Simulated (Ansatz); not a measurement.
MoSe: which magnetic state is lowest?

Level of theory: DFT PBE+U, scalar-relativistic, plane waves, PAW (Ansatz).

```yaml
crystal:
  lattice:
    - [0.00000, 3.12345, 3.12345]
    - [3.12345, 0.00000, 3.12345]
    - [3.12345, 3.12345, 0.00000]
  atoms:
    - { symbol: Mo, position: [0.00000, 0.00000, 0.00000] }
    - { symbol: Se, position: [0.25000, 0.25000, 0.25000] }
```

* plane-wave cutoff: 420 eV
* Γ-centred k-mesh: 12×12×12
* occupation rule: Gaussian smearing, 0.1 eV
* U_eff on Löwdin-orthogonalised atomic d orbitals: Mo 4.38 eV
* list of starting moments (μB, in atom order): 2 0
* check for lower electronic states after the SCF: on

Each order was relaxed in cell and atoms. A propagation vector, in units of the reciprocal vectors, doubles the cell, which takes an equally dense mesh. Site moments are spin moments in atom-centred spheres that scale with the neighbour distance. The states are those that the runs reached from these starts; a lower one can exist.

Task: Starts tried: no spin; ferromagnetic; antiferromagnetic, doubled cell, propagation vector (0, 0, 1/2). Which state comes out lowest, and what are the moments?

Result: The lowest state is ferromagnetic, reached from the start “ferromagnetic”, with site moments (μB) Mo +3.20, Se -0.29.

```csv
start,ends,energy above lowest (meV/atom),site moments (μB),gap on mesh (eV),volume (Å³/atom)
no spin,non-magnetic,771,none over 0.05,1.00,26.99
ferromagnetic,ferromagnetic,0.00,"Mo +3.20, Se -0.29",metal,30.47
"antiferromagnetic, doubled cell, propagation vector (0, 0, 1/2)",antiferromagnetic,63.2,"Mo +3.05, Se -0.23, Mo -3.05, Se +0.23",metal,30.02
```

Cost: 3 runs of about 3.6 core-minutes in all, on Intel Xeon 6975P-C (Granite Rapids) (shared hosts).